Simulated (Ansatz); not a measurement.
How far is PAW off for Rb?

```
CELL_PARAMETERS angstrom
-2.80600 2.80600 2.80600
2.80600 -2.80600 2.80600
2.80600 2.80600 -2.80600
ATOMIC_POSITIONS crystal
Rb 0.00000 0.00000 0.00000
```

Conventional cell: a = 5.612 Å, b = 5.612 Å, c = 5.612 Å, α = 90.00°, β = 90.00°, γ = 90.00°.

Structure: COD 9012874, as refined from experiment and not relaxed.

Methods: DFT, PBEsol, PAW with Ansatz's default frozen-core files, scalar-relativistic (Ansatz 0.2.0); DFT, PBEsol, all-electron LAPW, scalar-relativistic (Ansatz 0.2.0).

For PAW: a Γ-centred 8×8×8 k mesh, Fermi–Dirac smearing of 0.05 eV, cutoff 420 eV, no spin polarisation; the PAW files were made with PBE, and the program remakes their frozen cores for this functional. LAPW targets a basis error of 1 meV/atom. The Ansatz runs share mesh, smearing and spin set-up. Plane-wave (PAW) pressures include the program's estimate of the Pulay term.

Stress and pressure are positive in compression.

Levels count from the Fermi level.

PAW results:

```tsv
quantity	PAW
pressure (GPa)	-0.06
highest filled level at Γ (eV)	-2.035
lowest empty level at Γ (eV)	3.688
highest filled level at P (eV)	-12.952
lowest empty level at P (eV)	1.287
```

What does all-electron LAPW give for the same quantities?


```tsv
quantity	LAPW
pressure (GPa)	-0.06
highest filled level at Γ (eV)	-2.034
lowest empty level at Γ (eV)	3.688
highest filled level at P (eV)	-12.953
lowest empty level at P (eV)	1.287
```
